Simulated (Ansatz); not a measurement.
Structures of CsAs3: which is lowest?

Plane-wave DFT in Ansatz with scalar-relativistic PAW potentials, cutoff 420 eV, Γ-centred meshes chosen by cell and gap, Gaussian smearing with energies taken to zero width. Every cell was relaxed (cell and atoms) in a run of its own, within the symmetry of its start. Functional: PBE.

Relaxed structures (starts from databases or built by putting these elements on another compound's sites):
A. Pm-3m, 4 atoms in the computed cell, a = 4.713 Å; sites (symmetry × multiplicity) Cs m-3m × 1, As 4/mm.m × 3; start: built
B. I4/mmm, 4 atoms in the computed cell, a = 4.946 Å, c = 8.568 Å; sites (symmetry × multiplicity) Cs 4/mmm × 2, As -4m2 × 4 + 4/mmm × 2; start: built

Question: Rank them by energy. Could pressure change the order?

Answer:
| structure | group | E − E(lowest) (meV/atom) | V (Å³/atom) | gap on mesh (eV) |
| --- | --- | --- | --- | --- |
| B | I4/mmm | 0.0 | 26.20 | 0.00 |
| A | Pm-3m | 2.5 | 26.18 | 0.00 |

B and A are level within the 5 meV/atom that separate runs leave open. The two lowest differ in volume by under 3 %, too little for a first-order estimate of what pressure does to that pair (other pairs aren't weighed here). Other structures may lie lower than all of these, and vibrations aren't counted.

Spin-orbit coupling is left out, which matters for the bands of heavy elements.